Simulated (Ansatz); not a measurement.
**What DFT gives for BaTiO₃**

```
Ba Ti O
1.0
     3.96367    3.96367    0.00000
     3.96367   -3.96367    0.00000
     0.00000    0.00000    3.98171
Ba Ti O
2 2 6
Direct
  0.00000 0.00000 0.00000
  0.50000 0.50000 0.00000
  0.00000 0.50000 0.49000
  0.50000 0.00000 0.49000
  0.00000 0.50000 0.01900
  0.50000 0.00000 0.01900
  0.25000 0.25000 0.51700
  0.75000 0.75000 0.51700
  0.25000 0.75000 0.51700
  0.75000 0.25000 0.51700
```

The numbers come from plane-wave PAW DFT (Ansatz): PBE, collinear spin, 420 eV, 4×4×6 Γ-centred k points, methfessel-paxton occupations (width 0.0278 eV). Nothing was relaxed.

The state carries no moments; the state need not be the lowest.

**Question.** Is there a gap, and of what kind?

**Answer.** The gap is 1.89 eV, indirect or between spins (the least direct gap found is 1.94 eV). A semilocal functional usually gives too small a gap.

**Question.** Is the cell too large or too small?

**Answer.** The pressure is 7.4 GPa (compression positive), so with the atoms held at these fractions the cell would first expand.

**Question.** Describe some of the short contacts.

**Answer.** Ti–O at 1.88 Å: least valence density 0.87 e/Å³ and ELF 0.24 there. Ba–O at 2.76 Å: least valence density 0.20 e/Å³ and ELF 0.10 there, a closed-shell (ionic or weak) contact. Both are smooth PAW fields, read partly inside the augmentation spheres.

**Question.** Which atom feels the largest force, and which way?

**Answer.** The largest is on O5 (and as large on other atoms): 0.14 eV/Å, components (0.00, 0.00, 0.14). It makes 0° with the line to a nearest neighbour, Ti3 at 1.88 Å, pointing towards it.

Origin: a database entry at a rescaled volume. Caveats: the input typed no starting moments.
